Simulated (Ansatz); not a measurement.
A crystal relaxed with r2SCAN in the PAW code Ansatz has space group Pmm2 (No. 25) and a = 4.219 Å, b = 8.443 Å, c = 5.943 Å.

| atom | site | x | y | z |
| --- | --- | --- | --- | --- |
| Xx | 1a | 0.0000 | 0.0000 | 0.0010 |
| Ga | 1c | 0.5000 | 0.0000 | 0.7861 |
| Sb | 2h | 0.5000 | 0.7610 | 0.5003 |
| Ga | 2g | 0.0000 | 0.7707 | 0.2369 |
| Sb | 1b | 0.0000 | 0.5000 | 0.0006 |
| Ga | 1d | 0.5000 | 0.5000 | 0.7379 |

The r2SCAN gap is direct at Γ: 0.35 eV. The HSE06 gap is direct at Γ: 0.71 eV. Meshes: r2SCAN 6×4×4, HSE06 4×2×4.

**Question.** Which element is Xx?
A. N
B. Bi
C. P
D. As

**Answer.** C. Xx is P: an ordered 8-atom cell of Ga4Sb3P on the zincblende lattice (Pmm2). P has 4 Ga at 2.39–2.47 Å; Ga has 2 P at 2.47 Å and 2 Sb at 2.64 Å; Sb has 4 Ga at 2.62–2.64 Å; Ga has 1 P at 2.39 Å and 3 Sb at 2.63–2.68 Å; Sb has 4 Ga at 2.62–2.68 Å; Ga has 4 Sb at 2.62 Å.

Simulation only: spin-unpolarised, and no claim that this is the phase found in nature.

Spin-orbit coupling is left out, which matters wherever the heavy atoms make up the band edges.

The meshes of the hybrids are coarse, so their gaps aren't converged to the digits shown.
